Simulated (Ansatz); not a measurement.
Given:

Relaxed Se (trigonal-Se type, space group P3_121):

```
CELL_PARAMETERS angstrom
      9.06910     0.00000     0.00000
     -2.26727     3.92703     0.00000
      0.00000     0.00000     5.04146
ATOMIC_POSITIONS crystal
  Se 0.10907 0.00000 0.83333
  Se 0.60907 0.00000 0.83333
  Se 0.00000 0.21814 0.16667
  Se 0.50000 0.21814 0.16667
  Se 0.39093 0.78186 0.50000
  Se 0.89093 0.78186 0.50000
```

A phonon eigenvector at M = (0.5, 0.0, 0.0) is frozen into this cell: atom i moves by Q times the vector below, so Q is the largest atomic displacement, in Å. The cell is held. (q is in reciprocal vectors of the primitive cell; the cell shown is doubled to hold the pattern.)

| atom | x | y | z |
|---|---|---|---|
| Se1 | -0.503 | 0.708 | 0.050 |
| Se2 | 0.503 | -0.708 | -0.050 |
| Se3 | -0.500 | 0.866 | 0.000 |
| Se4 | 0.500 | -0.866 | 0.000 |
| Se5 | 0.362 | -0.790 | 0.050 |
| Se6 | -0.362 | 0.790 | -0.050 |

All values below come from PBE (plane waves to 420 eV, PAW, scalar-relativistic; Ansatz, a first-principles code). k mesh 4×8×7 (Γ-centred), Fermi-Dirac smearing 0.05 eV. E stands for the smeared free energy. Se was relaxed with its symmetry unable to fall. The zero of ΔE is the undisplaced structure.

The scan covers Q from -0.280 to 0.280 Å in 13 points.

**Question.** Which space group does the distorted structure have?

**Answer.** P2 (No. 3), lowered from P3_121.

**Question.** What is the energy change at Q = 0.280 Å?

**Answer.** 67.8 meV/cell.

**Question.** What harmonic wavenumber does the curvature at Q = 0 give?

**Answer.** 34 cm⁻¹.

(A displaced cell: forces are minus the slopes of the energy, force constants its curvatures, and phonons follow from these.)
